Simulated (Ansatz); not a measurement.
Method: DFT PBE, scalar-relativistic, plane waves, PAW, and for the lanthanide a 4f-in-core norm-conserving potential, in Ansatz 0.2.0. Settings: cutoff 660 eV, Γ-centred meshes spaced at most about 0.3 Å⁻¹, and about 0.25 Å⁻¹ or finer for metals (2π included), Gaussian smearing. No spin polarisation in the final relaxations.

All energies are static (0 K, no zero-point motion).

Two forms of Nd4S were relaxed alike.

A. Space group Pm-3m (No. 221), cubic, a = 5.519 Å. Nd on a site of symmetry 4/mmm is surrounded by 2 S at 2.76 Å and 12 Nd at 3.90 Å; around Nd on a site of symmetry m-3m lie 12 Nd at 3.90 Å; around S lie 6 Nd at 2.76 Å.

B. Space group Im-3m (No. 229), cubic, a = 6.795 Å. Nd is surrounded by 2 S at 2.94 Å and 6 Nd at 3.40 Å; S is surrounded by 8 Nd at 2.94 Å.

Task: Which form is favoured at zero pressure, and by what margin per atom?

Result: A is lower, by 0.32 eV/atom. A has space group Pm-3m (No. 221), 33.6 Å³/atom and no gap on its mesh; B has space group Im-3m (No. 229), 31.4 Å³/atom and no gap. Counting Nd atoms around S (those within 1.25 times the shortest such distance or 1.15 times the sum of covalent radii), A has S 6 and B has S 8. The lower one is the more open, so pressure narrows the difference. Both come from invented guesses.

Cells relaxed within their symmetry can be saddle points.

The lanthanide is trivalent by construction, without f bands, f moments or other valences.
